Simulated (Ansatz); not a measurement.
Values for one crystal, relaxed and computed with plane-wave PAW r²SCAN (Ansatz code); other levels are named.

```yaml
volume_per_atom: 19.38 Å³
electronic_character: metallic (no gap)
Pressure derivative B′: 3.9
Gap with spin–orbit coupling: none (metallic)
mechanical_stability: stable (all eigenvalues of C positive)
hill_bulk_and_shear_moduli: 139 and 81.0 GPa
debye_temperature_from_the_elastic_constants: 332 K
```

Task: Which of these materials gives this?
(A) Ti2O, anti-CdI2 type
(B) ZrVGe, I4/mmm (Zr on 4e, V on 4c, Ge on 4e)
(C) HfN, NiAs type
(D) Hf2S, P6_3/mmc (Hf on 4f, S on 2b)

Result: D, Hf2S, P6_3/mmc (Hf on 4f, S on 2b)

The workflow started from a Materials Project entry (that database holds measured and hypothetical structures alike); the Crystallography Open Database copy checked does not list it. Whether it is the stable phase at ambient conditions was not checked. The cell was relaxed with r²SCAN under the symmetry of its start; its stability against distortions is not shown here. The run is not spin-polarised. As this level gives no gap, shear constants depend on the k-mesh and smearing (Fermi–Dirac, 0.1 eV here). On the denser mesh and wider smearing of the elastic run this cell carries a stress of 0.4 GPa. Scalar-relativistic: spin–orbit coupling is off unless named, which matters more the heavier the elements.

Potentials: the later of the program's two PAW sets.
